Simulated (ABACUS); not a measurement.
Energy against volume for Al₂Cu (I4/mmm, 3 atoms in the cell; from Materials Project mp-985806): the cell is scaled uniformly, and the atoms keep their fractional positions.

```yaml
crystal:
  lattice:
    - [-2.03034, 2.03034, 2.85109]
    - [2.03034, -2.03034, 2.85109]
    - [2.03034, 2.03034, -2.85109]
  atoms:
    - { symbol: Al, position: [0.75000, 0.25000, 0.50000] }
    - { symbol: Al, position: [0.25000, 0.75000, 0.50000] }
    - { symbol: Cu, position: [0.50000, 0.50000, 0.00000] }
```

Method: PBEsol, numerical atomic orbitals DZP (confined pseudo-atomic orbitals with Gaussian additions; energy shift 0.01 Ry), PseudoDojo 0.4 standard norm-conserving PBEsol (tails mended) pseudopotentials in ABACUS.

Held fixed: basis = DZP numerical atomic orbitals, energy shift 0.01 Ry; KPT = Gamma 12 12 12 0 0 0; basis_type = lcao; dft_functional = PBESOL; ecutwfc = 100 Ry; smearing_method = mp; smearing_sigma = 0.0199916 Ry; potentials = PseudoDojo 0.4 standard norm-conserving PBEsol (tails mended); symmetry = 1; symmetry_prec = 1e-05; ks_solver = genelpa; scf_nmax = 100; scf_thr = 1.0e-07; mixing_type = broyden; mixing_beta = 0.7.

The atom-centred basis is finite, which shifts total energies and pressures against plane waves. The structure comes from a collection of computed structures, made at another level of theory; the collection holds predicted forms beside known ones.

| V (Å³/atom) | V/V(base) | ΔF (meV/atom, from the lowest row) | pressure (GPa) |
|---|---|---|---|
| 14.730 | 0.940 | 20.6 | 7.22 |
| 15.044 | 0.960 | 9.0 | 4.59 |
| 15.357 | 0.980 | 2.4 | 2.27 |
| 15.514 | 0.990 | 0.7 | 1.17 |
| 15.671 | 1.000 | 0.0 | 0.18 |
| 15.827 | 1.010 | 0.3 | -0.78 |
| 15.984 | 1.020 | 1.5 | -1.71 |
| 16.297 | 1.040 | 6.5 | -3.35 |
| 16.611 | 1.060 | 14.6 | -4.87 |

**Question.** Estimate the equilibrium volume and the bulk modulus from these points.

**Answer.** A third-order Birch-Murnaghan fit gives V0 = 15.70 Å³/atom and B0 = 98 GPa (largest residual 0.03 meV/atom). V0 and B0 belong to these fixed fractional positions and this cell shape; relaxing them, where they are free, usually lowers B0.

The atomic orbitals were generated for these runs; they are not ABACUS's published sets and were checked against plane waves on a few crystals only.

“Tails mended”: in these copies of the files the far tail of each local potential was reset to the Coulomb form.
